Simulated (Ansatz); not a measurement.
AlGaAs2:
```yaml
crystal:
  lattice:
    - [4.01234, 0.00000, 0.00000]
    - [0.00000, 4.01234, 0.00000]
    - [0.00000, 0.00000, 11.33166]
  atoms:
    - { symbol: Ga, position: [0.50000, 0.00000, 0.87528] }
    - { symbol: As, position: [0.00000, 0.00000, 0.00000] }
    - { symbol: Ga, position: [0.00000, 0.50000, 0.12472] }
    - { symbol: As, position: [0.50000, 0.50000, 0.25001] }
    - { symbol: Al, position: [0.50000, 0.00000, 0.37476] }
    - { symbol: As, position: [0.00000, 0.00000, 0.50000] }
    - { symbol: Al, position: [0.00000, 0.50000, 0.62524] }
    - { symbol: As, position: [0.50000, 0.50000, 0.74999] }
```

Relaxed with r²SCAN.

**Question.** Map the electron localisation function on the plane through (0.500, 0.000, 0.875) spanned by u = [1, 0, 0] and v = [0, 0, 1] in lattice vectors, from r²SCAN (plane waves, PAW; program Ansatz).

**Answer.** x is the fraction of u, y of v (the angle between them is 90°; rows are the nearest grid lines); atoms in the plane: Ga at (0.00, 0.00), As at (0.50, 0.12), Al at (0.00, 0.50), As at (0.50, 0.62).
```
|@ .:--+*******+--:. @|
|.::----::...::----::.|
|-----::.......::-----|
|--:::...     ...:::--|
|.....................|
|   ....:-===-:....   |
|  ...:-+*****+-:...  |
|...-=**#######**=-...|
|::=*##*+-...-+*##*=::|
|=+#@@%%*-...-*%%@@#+=|
|-+%@@@@%*+=+*%@@@@%+-|
|..:*@@@@%###%@@@@*:..|
|  ..-=++=====++=-..  |
|-----::.......::-----|
|===-::...   ...::-===|
|::.....       .....::|
|.....................|
|   ..:-=++*++=-:..   |
|  ..:=+*#####*+=:..  |
|..:=+****+=+****+=:..|
|--+*###+:.:.:+###*+--|
|---=#%%%*+=+*%%%#=---|
|.::-=#%%#####%%#=-::.|
|@ .:--+*******+--:. @|
```
Scale: ten equal steps from -0.079 (start of ' ') to 0.910 (end of '@'), in the order ' .:-=+*#%@'; x runs from 0.000 to 1.00, y from 0.000 (bottom) to 1.00 (top).

The density is the valence pseudo-density with augmentation charge, so density and ELF within about 1 Å of a nucleus are not all-electron values.

Space group P-4m2. The start of the workflow was typed in or built on a structure type; neither database checked (COD, Materials Project) lists it. Its standing as an ambient phase is unchecked. Symmetry was held in the r²SCAN relaxation; its stability against distortions is not shown here.

Potentials: the earlier of the program's two PAW sets.
